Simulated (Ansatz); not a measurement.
**Fields on a plane of WSi2 (MoSi2 type, space group I4/mmm)**

```yaml
crystal:
  lattice:
    - [-1.60128, 1.60128, 3.90784]
    - [1.60128, -1.60128, 3.90784]
    - [1.60128, 1.60128, -3.90784]
  atoms:
    - { symbol: W, position: [0.00000, 0.00000, 0.00000] }
    - { symbol: Si, position: [0.33453, 0.33453, 0.00000] }
    - { symbol: Si, position: [0.66547, 0.66547, 0.00000] }
```

The slice is a (1 0 -1) plane (indices of the conventional cell) through the point (0.335, 0.335, 0.000) (fractional), spanned by u = [101] and v = [121] in vectors of this cell: u (3.20 Å) and v (8.45 Å, at 90° to u). It covers one period; positions are fractions (u, v).

Atoms on it: Si at (0.00, 0.00); Si at (0.50, 0.50). Other atoms lie within 1 Å of the plane.

Computed with PBEsol (plane waves to 420 eV, PAW, scalar-relativistic; Ansatz, a quantum-chemistry and plane-wave program). k mesh 20×20×20. Near the nuclei the fields are pseudised (PAW); where an atom keeps semicore shells as valence, they peak there. Spin-orbit coupling is left out, though W is heavy. WSi2 is run without spin polarisation. WSi2 was relaxed with its symmetry unable to fall.

```
|4455777766445566777755|
|7788887755444455778888|
|8888776655555555667788|
|7777777766666666777777|
|7777777777777777777777|
|8888888888777788888888|
|9999888888888888888899|
|9999888877777777888899|
|9988887777777777778888|
|7777777777777777777777|
|6677777788888888777777|
|6666778888777788887766|
|5566778877444477887766|
|5555777755111155777755|
|4455667766444466776655|
|4455667788888888776655|
|5555667788888888776655|
|6666667777777777776666|
|7777777777777777777777|
|7777888888888888888877|
|8888888888999988888888|
|7777778899999999887777|
|7777777788888888777777|
|7777777777777777777777|
|8888777777666677777788|
|7777887777666677778877|
|3355888866666666888855|
|0033777766555566777733|
```
Scale: ten equal steps from -1.34 (start of '0') to -0.18 (end of '9'), in the order '0123456789'. Values: log₁₀ of the valence density in e/Å³. The map has 11 points along u (two characters each, u = 0 at the left) and 28 along v (v = 0 in the bottom row). The scale is logarithmic, as a density can span decades between atoms and voids.

```
|xxxx*@@*xxx|
|xxx:#@@#:xx|
|xx:*#%%#*:x|
|++##*++*##+|
|+***=..=***|
|.:==:xx:==:|
|  .-:..:-. |
|x  -====-  |
|  .+****+. |
| :=**++**=:|
|***= xx =**|
|@%+xxxxxx+%|
|@%:xxxxxx:%|
|@% xxxxxx %|
|@%:xxxxxx:%|
|@%+xxxxxx+%|
|%%#= xx =#%|
|++##*++*##+|
|.:+**++**+:|
|x -=-..-=- |
|..-:    :-.|
|===:    :==|
|***-    -**|
|++*+-..-+*+|
|xx:+****+:x|
|xxx:#%%#:xx|
|xxxx*@@*xxx|
|xxxx+@@+xxx|
```
Scale: ten equal steps from 4.00 (start of ' ') to 12.66 (end of '@'), in the order ' .:-=+*#%@'. Values: electrostatic potential energy of an electron, from the cell's mean, in eV. The map has 11 points along u (one character each, u = 0 at the left) and 28 along v (v = 0 in the bottom row). Points within 1 Å of a nucleus are blanked (x), as the pseudised field means little there. Values under 4 eV are set to 4. The zero, the cell's mean, hangs on the PAW cores.
